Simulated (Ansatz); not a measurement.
Hf2Ga (space group I4/mcm)

```
CELL_PARAMETERS angstrom
     -3.30955     3.30955     2.61791
      3.30955    -3.30955     2.61791
      3.30955     3.30955    -2.61791
ATOMIC_POSITIONS crystal
  Hf 0.15387 0.65387 0.80775
  Hf 0.84613 0.34613 0.19225
  Hf 0.65387 0.84613 0.50000
  Hf 0.34613 0.15387 0.50000
  Ga 0.75000 0.75000 0.00000
  Ga 0.25000 0.25000 0.00000
```

This relaxed cell (volume V₀) is scaled evenly in all directions, its shape held. The atoms relax within the cell's symmetry.

Method: PBEsol (plane waves to 420 eV, PAW, scalar-relativistic; Ansatz, a program for electronic structure). k mesh 11×11×11 (Γ-centred), Fermi-Dirac smearing 0.05 eV. E stands for the smeared free energy. Compression counts positive. With the shape held, the modulus is that of even scaling; a crystal free to change shape is softer. Hf2Ga is run without spin polarisation. Hf2Ga was relaxed with its symmetry unable to fall. Spin-orbit coupling is left out, though Hf is heavy. The zero of ΔE is the relaxed starting cell. The last digit holds for this mesh only.

```
V (Å³/atom)  ΔE (meV/atom)
-----------  -------------
17.205            withheld
17.682                48.1
18.160                20.5
18.638                 4.9
19.116                 0.0
19.594                 4.5
20.072                17.5
20.550                37.8
21.028                64.8
```

Q: Fit a third-order Birch-Murnaghan form (E₀, V₀, B₀, B₀′ free) to the given rows and predict ΔE at V = 17.205.

A: Least squares on the 8 given rows: ΔE = E₀ + (9V₀B₀/16)·y²·[2 + (B₀′ − 4)y], y = (V₀/V)^(2/3) − 1, with V₀ = 19.116 Å³/atom, B₀ = 126.6 GPa (160.2 GPa = 1 eV/Å³; the term in eV is multiplied by 1000), B₀′ = 3.80, E₀ = -0.01 meV/atom; root-mean-square residual 0.02 meV/atom. At 17.205 the fit gives 89.3 meV/atom; the calculation gives 89.3 meV/atom, the same to the digits shown. For the pressure the fit gives 16.3 GPa against the computed 16.3 GPa.

(A scan under strain: stresses follow from slopes of the energy per volume, elastic moduli from its curvatures.)
